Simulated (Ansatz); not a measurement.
CaCd₃F₈ on the sites of the fluorite structure (relaxed group Cmmm), relaxed with r2SCAN in the plane-wave code Ansatz: the symmetry is Cmmm (No. 65, orthorhombic); conventional cell a = 7.643 Å, b = 10.804 Å, c = 3.817 Å, 13.13 Å³ an atom. Cd has 8 F at 2.34 Å; F has 3 Cd at 2.34 Å and 1 Ca at 2.35 Å; F has 2 Cd at 2.34 Å and 2 Ca at 2.34 Å; F has 4 Cd at 2.34 Å; Ca has 8 F at 2.34–2.35 Å. The primitive cell holds 12 atoms in 157.61 Å³. Simulation only: spin-unpolarised, and no claim that this is the phase found in nature.

Computed values: HSE06 (2×2×4) gives a least gap of 5.76 eV and a least direct gap of 5.90 eV. r2SCAN's ε∞ is 2.52. PBEsol's static dielectric constant, on its own cell and averaged over directions, is 8.7.

Q: What is the density?

A: The cell holds 3 Cd, 8 F, 1 Ca: M = 3×112.414 + 8×18.998 + 1×40.078 = 529.30 u in V = 157.61 Å³. ρ = 1.66054 × M/V = 1.66054 × 529.30/157.61 = 5.577 g/cm³, for the static r2SCAN lattice.

Q: At what wavelength does absorption set in by HSE06, excitons left aside?

A: λ = 1239.84 eV nm/E: 215 nm for the least gap, where it needs phonons and is weak, and 210 nm for direct transitions. That lies in the ultraviolet, so by this gap the crystal is transparent to visible light.

Q: What refractive index and reflectivity at normal incidence follow, below the gap and above the phonons?

A: n = √2.52 = 1.587; R = ((n − 1)/(n + 1))² = (0.587/2.587)² = 5.2 % a face.

Q: As a gate dielectric 2.5 nm thick, what equivalent oxide thickness and capacitance would it have, with 3.9 for amorphous SiO₂?

A: EOT = t × 3.9/κ = 2.5 × 3.9/8.7 = 1.12 nm; C/A = ε₀κ/t = 8.854 × 8.7/2.5 = 30.8 fF/µm². This takes the ideal crystal's mean κ, without interface layers.

Spin-orbit coupling is left out.

The meshes of the hybrids are coarse, so their gaps aren't converged to the digits shown.

For a response run the program warns that the ground state's bands aren't all converged, so ε∞ carries an extra error.
